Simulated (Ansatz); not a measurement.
BaTaS$_{3}$:
```xyz
10
Lattice="6.9252 0.0000 0.0000 -3.4626 5.9974 0.0000 0.0000 0.0000 5.7013" Properties=species:S:1:pos:R:3 pbc="T T T"
Ba     0.0000     3.9983     4.2760
Ba     3.4626     1.9991     1.4253
S      0.0000     2.0329     1.4253
S      5.1646     1.0165     4.2760
S      1.7020     4.9809     1.4253
S      3.4626     3.9645     4.2760
S     -1.7020     4.9809     1.4253
S      1.7606     1.0165     4.2760
Ta     0.0000     0.0000     0.0000
Ta     0.0000     0.0000     2.8506
```

Relaxed with r²SCAN. Special points in fractions of this cell's reciprocal vectors: Γ (0.000, 0.000, 0.000); M (0.500, 0.000, 0.000); K (0.333, 0.333, 0.000); A (0.000, 0.000, 0.500); L (0.500, 0.000, 0.500); H (0.333, 0.333, 0.500).

Q: List the band energies nearest the Fermi level at these points for DFT-r²SCAN with spin–orbit coupling in the program Ansatz with PAW potentials.

A: In eV from the Fermi level; about four levels below and three above (degenerate sets whole), none deeper than 8.9 eV; points with the same levels are listed once.

```
k                    below                above
-  -----------------------  -------------------
Γ  -0.27 -0.27 -0.13 -0.13  0.89 0.89 1.04 1.04
M  -2.11 -2.11 -2.03 -2.03  0.23 0.23 1.06 1.06
K  -2.03 -2.03 -1.89 -1.89  0.62 0.62 0.91 0.91
A  -0.11 -0.11 -0.11 -0.11  0.24 0.24 0.24 0.24
L  -2.18 -2.18 -2.18 -2.18  0.10 0.10 0.10 0.10
H  -2.62 -2.62 -2.54 -2.54  0.21 0.21 0.51 0.51
```

Space group P6_3/mmc. The workflow started from an entry of the Crystallography Open Database (COD). Its standing as an ambient phase is unchecked. The cell was relaxed with r²SCAN under the symmetry of its start; its stability against distortions is not shown here. No spin polarisation was allowed.

Potentials: the later of the program's two PAW sets.
